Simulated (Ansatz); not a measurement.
# Ag (P6_3/mmc), rigid cleavage

Level of theory: Ansatz 0.2.0, DFT r2SCAN, scalar-relativistic, plane waves, PAW. Cutoff 500 eV, Γ-centred 18×18×3 k-points, Gaussian smearing of 0.15 eV. No spin polarisation. Energies are free energies at this smearing, counted from the undisturbed cell; pressure is positive in compression.

Reference structure (relaxed at this level; with this scan's settings it stands at 0.1 GPa; this form isn't the usual structure):

```yaml
crystal:
  lattice:
    - [-2.90521, 0.00000, 0.00000]
    - [-1.45260, -2.51598, 0.00000]
    - [0.00000, 0.00000, 18.93399]
  atoms:
    - { symbol: Ag, position: [0.33333, 0.33333, 0.06250] }
    - { symbol: Ag, position: [0.33333, 0.33333, 0.56250] }
    - { symbol: Ag, position: [0.66667, 0.66667, 0.31250] }
    - { symbol: Ag, position: [0.66667, 0.66667, 0.81250] }
    - { symbol: Ag, position: [0.00000, 0.00000, 0.93750] }
    - { symbol: Ag, position: [0.00000, 0.00000, 0.43750] }
    - { symbol: Ag, position: [0.00000, 0.00000, 0.18750] }
    - { symbol: Ag, position: [0.00000, 0.00000, 0.68750] }
```

The cut lies on the cell's a–b face, a (0 0 1) plane (indices in the standard cell, whose axes needn't be the Cartesian ones shown) of area 7.31 Å², between layers 2.37 Å apart. Vector c is lengthened by d along the normal with the atoms' Cartesian places fixed: one unrelaxed cut a cell. The cell is metallic on the mesh throughout.

d (Å), energy (J/m²) and a bar:
```
    -0.30       0.44 #######
    -0.15       0.09 ##
     0.00       0.00
     0.25       0.14 ##
     0.50       0.42 #######
     0.75       0.71 ############
     1.00       0.96 ################
     1.50       1.33 ######################
     2.00       1.56 ##########################
     3.00       1.75 #############################
     4.50       1.81 ##############################
     6.00       1.81 ##############################
```

Cost: 12 runs of about 14 core-minutes in all, on AMD EPYC 9R45 (Zen 5) (shared hosts).